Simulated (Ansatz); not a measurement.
Values for one crystal, relaxed and computed with the program Ansatz at the r²SCAN level (PAW); other levels are named.

* **Volume per atom**: 11.47 Å³
* **Electronic character**: metallic (no gap)
* **Mechanical stability**: unstable (C has a negative eigenvalue)
* **Elastic constants (relaxed ions, GPa)**: C11 = 156, C12 = 164, C44 = 111
* **Pressure derivative B′**: 5.1
* **Bulk modulus (Birch–Murnaghan fit)**: 160 GPa
* **Density of states at the Fermi level**: 0.30 states/eV per atom (mean over ±0.08 eV)

Which of these materials gives this?
A) Cu, bcc (W type)
B) Cr, bcc (W type)
C) Nb, diamond
D) Li, bcc (W type)

A, Cu, bcc (W type)

Space group Im-3m (bcc (W type)). The start of the workflow was typed in or built on a structure type; neither database checked (COD, Materials Project) lists it. It is not the phase usual at ambient conditions (space group No. 225). The cell was relaxed with r²SCAN under the symmetry of its start. The run is not spin-polarised. As this level gives no gap, shear constants depend on the k-mesh and smearing (Fermi–Dirac, 0.1 eV here).

Potentials: the later of the program's two PAW sets.
